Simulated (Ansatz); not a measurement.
Total density of states per atom from plane-wave PAW r²SCAN (Ansatz code), in 0.25 eV bins, energy from the Fermi level:

```csv
E (eV),states/eV/atom
-7.85,0.00
-7.60,0.42
-7.35,1.74
-7.10,1.83
-6.85,0.74
-6.60,1.13
-6.35,1.37
-6.10,0.78
-5.85,0.00
-5.60,0.00
-5.35,0.00
-5.10,0.00
-4.85,0.00
-4.60,0.00
-4.35,0.00
-4.10,0.00
-3.85,0.00
-3.60,0.00
-3.35,0.00
-3.10,0.00
-2.85,0.00
-2.60,0.00
-2.35,0.00
-2.10,0.03
-1.85,0.06
-1.60,0.13
-1.35,0.28
-1.10,0.37
-0.85,0.43
-0.60,0.47
-0.35,0.47
-0.10,0.47
0.15,0.53
0.40,0.63
0.65,0.61
0.90,0.65
1.15,0.18
1.40,0.00
1.65,0.03
1.90,0.08
2.15,0.13
2.40,0.22
2.65,0.26
2.90,0.33
3.15,0.46
3.40,0.55
3.65,0.59
3.90,0.53
4.15,0.44
4.40,0.66
4.65,0.77
```

Task: Pick the material that matches.
(A) BaHfO3, cubic perovskite
(B) GaN, zinc blende
(C) BiB, CsCl type
(D) BaN2, C2/c (Ba on 4e, N on 8f)

Result: D, BaN2, C2/c (Ba on 4e, N on 8f). Within 0.5 eV of the Fermi level: N 2p 82 %, outside the projected shells 16 %. Projections are on Löwdin-orthogonalised atomic valence shells; empty p or d shells of many metals are not among them.

The workflow started from a Materials Project entry (that database holds measured and hypothetical structures alike); the Crystallography Open Database copy checked does not list it. Its standing as an ambient phase is unchecked. The cell was relaxed with r²SCAN under the symmetry of its start; whether a distortion lowers the energy is not shown. Scalar-relativistic: spin–orbit coupling is off unless named, which matters more the heavier the elements.

Potentials: the later of the program's two PAW sets.
